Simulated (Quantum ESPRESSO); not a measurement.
## ZnMg2CaO4 (convergence and cost over cutoff and k mesh)

Computed values, not a measurement. The program is pw.x of Quantum ESPRESSO 7.5 (plane-wave density functional theory). The cell is made up: 8 atoms on a rocksalt lattice, with randomly drawn elements, strain and displacements, not relaxed. PseudoDojo standard norm-conserving files (v0.5 for PBE, v0.4.1 for LDA and PBEsol) set the functional; there is no spin polarisation, spin-orbit coupling or dispersion term, and the masses in the input are unused placeholders.

Input of the run in row 4:

```
&control calculation='scf', pseudo_dir='./dojo.nc.sr.pbe.v0_5.standard.upf', outdir='./o', disk_io='low', tprnfor=.true., tstress=.true. /
&system ibrav=0, nat=8, ntyp=4, nbnd=43, ecutwfc=84.00895049, nosym=.true., tot_charge=0,
 occupations='smearing', smearing='fd', degauss=0.0018374661
/
&electrons conv_thr=7.350e-09, electron_maxstep=60, /
ATOMIC_SPECIES
Ca 1.0 Ca.upf
Mg 1.0 Mg.upf
O 1.0 O.upf
Zn 1.0 Zn.upf
CELL_PARAMETERS angstrom
4.4655 -0.0202 -0.0289
-0.0202 4.5783 0.0446
-0.0289 0.0446 4.5702
ATOMIC_POSITIONS angstrom
Zn -0.0694 -0.0147 0.0725
Mg 0.0081 2.2898 2.3623
Ca 2.1716 0.0517 2.1703
Mg 2.1628 2.2885 0.0435
O 2.2433 0.0621 -0.0743
O 2.2426 2.4708 2.3086
O 4.3751 -0.0768 2.2877
O 4.3511 2.2014 0.0898
K_POINTS automatic
4 4 4 1 1 1
```

The same cell was run at these settings. Meshes are shifted by half a step, and differences are from the last row, which is itself not exact.

```
cutoff (eV)     k mesh  k points solved  threshold (eV)  free energy less the last row's (eV)  pressure (GPa)  largest stress difference (GPa)  largest force difference (eV/Å)  iterations  wall time (s)  k-point pools              processor
        800  2 x 2 x 2                4           1e-04                                 3.206          -52.82                            47.08                            0.103           9              7              4  AMD EPYC, Zen 5 class
       1143  2 x 2 x 2                4           1e-07                                -0.016           -6.38                             0.37                            0.103          12              9              4  AMD EPYC, Zen 5 class
        597  4 x 4 x 4               32           1e-07                                48.676         -376.38                           370.45                            0.227          12             14              4  AMD EPYC, Zen 5 class
       1143  4 x 4 x 4               32           1e-07                                 0.001           -6.08                             0.04                            0.002          12             30              4  AMD EPYC, Zen 5 class
       1437  6 x 6 x 6              108           1e-07                                 0.000           -6.04                             0.00                            0.000          12            123              4  AMD EPYC, Zen 5 class
```

Each pool is one process. Wall times include start-up and a band step at six k points, which weighs most on the coarsest meshes. The runs were on shared virtual cores whose load varied, so times are rough.